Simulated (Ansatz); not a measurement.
Rb2TlSbCl6:
```
Rb2TlSbCl6
1.0
    0.00000     5.62855     5.62855
    5.62855     0.00000     5.62855
    5.62855     5.62855     0.00000
Rb Tl Sb Cl
2 1 1 6
Direct
  0.75000   0.75000   0.75000
  0.25000   0.25000   0.25000
  0.50000   0.50000   0.50000
  0.00000   0.00000   0.00000
  0.76544   0.23456   0.23456
  0.23456   0.76544   0.76544
  0.23456   0.76544   0.23456
  0.76544   0.23456   0.76544
  0.23456   0.23456   0.76544
  0.76544   0.76544   0.23456
```

Relaxed with r²SCAN.

Question: Map the electron localisation function on the plane through (0.750, 0.750, 0.750) spanned by u = [1, 0, 0] and v = [-1, 1, 1] in lattice vectors, from the program Ansatz at the r²SCAN level (PAW).

Answer: x is the fraction of u, y of v (the angle between them is 90°; rows are the nearest grid lines); atoms in the plane: Rb at (0.00, 0.00), Rb at (0.00, 0.50), Tl at (0.50, 0.75), Sb at (0.50, 0.25), Cl at (0.50, 0.48), Cl at (0.50, 0.02).
```
y \ x   0.000  0.100  0.175  0.275  0.375  0.450  0.550  0.625  0.725  0.825  0.900   1.00
------  -----  -----  -----  -----  -----  -----  -----  -----  -----  -----  -----  -----
1.00    0.008  0.882  0.435  0.116  0.866  0.754  0.754  0.866  0.116  0.435  0.882  0.008
0.925   0.882  0.777  0.099  0.021  0.463  0.720  0.720  0.464  0.021  0.100  0.777  0.882
0.850   0.082  0.008  0.004  0.016  0.208  0.305  0.305  0.208  0.016  0.004  0.008  0.082
0.775   0.002  0.005  0.010  0.045  0.417  0.106  0.105  0.417  0.045  0.010  0.005  0.002
0.700   0.002  0.004  0.009  0.037  0.384  0.344  0.344  0.384  0.037  0.009  0.004  0.002
0.625   0.505  0.109  0.004  0.009  0.062  0.115  0.115  0.062  0.009  0.004  0.107  0.505
0.550   0.797  0.864  0.272  0.049  0.743  0.854  0.854  0.743  0.049  0.272  0.864  0.797
0.450   0.797  0.862  0.230  0.098  0.827  0.805  0.805  0.827  0.098  0.230  0.862  0.797
0.375   0.505  0.086  0.004  0.013  0.155  0.423  0.423  0.155  0.013  0.004  0.088  0.505
0.300   0.002  0.006  0.016  0.038  0.332  0.258  0.258  0.332  0.038  0.016  0.006  0.002
0.225   0.002  0.009  0.017  0.047  0.351  0.056  0.055  0.351  0.047  0.017  0.009  0.002
0.150   0.082  0.007  0.007  0.017  0.144  0.303  0.303  0.144  0.017  0.007  0.007  0.082
0.0750  0.882  0.772  0.071  0.051  0.725  0.841  0.841  0.725  0.051  0.071  0.773  0.882
0.000   0.008  0.882  0.435  0.116  0.866  0.754  0.754  0.866  0.116  0.435  0.882  0.008
```

The density is the valence pseudo-density with augmentation charge, so density and ELF within about 1 Å of a nucleus are not all-electron values.

Space group Fm-3m. The first step of the workflow began from a Materials Project structure, measured or hypothetical; the Crystallography Open Database copy checked does not list it. Its standing as an ambient phase is unchecked. The cell was relaxed with r²SCAN under the symmetry of its start; whether a distortion lowers the energy is not shown. Scalar-relativistic: spin–orbit coupling is off unless named, which matters more the heavier the elements.

Potentials: the later of the program's two PAW sets.
